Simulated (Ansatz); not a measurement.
## HO — O-17 nuclear quadrupole resonance

Cell: a COD entry, ions relaxed with PBE at fixed cell.

```cif
data_HO
_symmetry_space_group_name_H-M 'P4_12_12'
_symmetry_Int_Tables_number 92
_cell_length_a 4.0600
_cell_length_b 4.0600
_cell_length_c 8.0000
_cell_angle_alpha 90.000
_cell_angle_beta 90.000
_cell_angle_gamma 90.000
loop_
_atom_site_label
_atom_site_type_symbol
_atom_site_symmetry_multiplicity
_atom_site_Wyckoff_symbol
_atom_site_fract_x
_atom_site_fract_y
_atom_site_fract_z
H H 8 b 0.9315 0.3090 0.1313
O O 8 b 0.0530 0.1891 0.2224
```

One atom of each set is listed.

Computed with Ansatz: DFT, PBE, plane waves and PAW (field gradients read without the response of the frozen cores, which leaves them typically 4 to 6 % off), scalar-relativistic, 420 eV cutoff, Γ-centred 8×8×4 k-points, Fermi–Dirac smearing 0.05 eV.

O-17: I = 5/2, Q = -25.58 mb (year-2017 value). Static lattice, zero field.

**Question.** At which frequencies do the O-17 NQR lines lie?

**Answer.** For I = 5/2 and η = 0 the lines are 3|C_Q|/20 and twice that; η pulls their ratio below 2. At large η the states mix, and weaker lines appear at sums of the main ones; lines under 5 % of the strongest are left out.

```tsv
site	atoms	V_zz (10²¹ V/m²)	C_Q (MHz)	η	line frequencies (MHz)
O	8	27.9	-17.2	0.72	3.76, 4.77, 8.53
```

The structure holds O–O bonds (1.46 Å). At O V_zz points along the longer of its two bonds, to O (within 8°).

The relaxation (4 steps) took 45 s of wall time (45 s of CPU time) and 0.55 GiB at its peak, on 1 thread of Intel Xeon Platinum 8375C CPU @ 2.90GHz (Ice Lake) (x86_64; 16 cores open to the job, memory cap 3.0 GiB, no GPU), a shared host with a load of 0.3 a core.
